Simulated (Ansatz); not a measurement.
PbS:
```
CELL_PARAMETERS angstrom
      0.00000     2.97581     2.97581
      2.97581     0.00000     2.97581
      2.97581     2.97581     0.00000
ATOMIC_POSITIONS crystal
  Pb 0.50000 0.50000 0.50000
  S  0.00000 0.00000 0.00000
```

Relaxed with r²SCAN+D4.

Map the electron localisation function on the plane through (0.500, 0.500, 0.500) spanned by u = [1, 0, 0] and v = [0, 1, -1] in lattice vectors, from r²SCAN+D4 (plane waves, PAW; program Ansatz).

x is the fraction of u, y of v (the angle between them is 90°; rows are the nearest grid lines); atoms in the plane: Pb at (0.00, 0.00), S at (0.50, 0.50).
```
y \ x   0.000  0.0952  0.190  0.286  0.381  0.476  0.524  0.619  0.714  0.810  0.905   1.00
------  -----  ------  -----  -----  -----  -----  -----  -----  -----  -----  -----  -----
1.00    0.048   0.061  0.460  0.336  0.104  0.042  0.042  0.104  0.336  0.460  0.061  0.048
0.905   0.061   0.236  0.466  0.262  0.120  0.150  0.150  0.120  0.262  0.466  0.236  0.061
0.857   0.282   0.409  0.419  0.207  0.209  0.383  0.383  0.209  0.207  0.419  0.409  0.282
0.762   0.448   0.384  0.225  0.313  0.683  0.793  0.793  0.683  0.313  0.225  0.384  0.448
0.714   0.336   0.262  0.205  0.538  0.818  0.855  0.855  0.818  0.538  0.205  0.262  0.336
0.619   0.104   0.120  0.434  0.818  0.836  0.582  0.582  0.836  0.818  0.434  0.120  0.104
0.524   0.042   0.150  0.645  0.855  0.579  0.003  0.003  0.579  0.855  0.645  0.150  0.042
0.476   0.042   0.150  0.645  0.855  0.579  0.003  0.003  0.579  0.855  0.645  0.150  0.042
0.381   0.104   0.120  0.434  0.818  0.836  0.582  0.582  0.836  0.818  0.434  0.120  0.104
0.286   0.336   0.262  0.205  0.538  0.818  0.855  0.855  0.818  0.538  0.205  0.262  0.336
0.238   0.448   0.384  0.225  0.313  0.683  0.793  0.793  0.683  0.313  0.225  0.384  0.448
0.143   0.282   0.409  0.419  0.207  0.209  0.383  0.383  0.209  0.207  0.419  0.409  0.282
0.0952  0.061   0.236  0.466  0.262  0.120  0.150  0.150  0.120  0.262  0.466  0.236  0.061
0.000   0.048   0.061  0.460  0.336  0.104  0.042  0.042  0.104  0.336  0.460  0.061  0.048
```

The density is the valence pseudo-density with augmentation charge, so density and ELF within about 1 Å of a nucleus are not all-electron values.

Space group Fm-3m (rock salt). The r²SCAN+D4 relaxation kept the symmetry of its start. Scalar-relativistic: spin–orbit coupling is off unless named, which matters more the heavier the elements.

Potentials: the earlier of the program's two PAW sets.
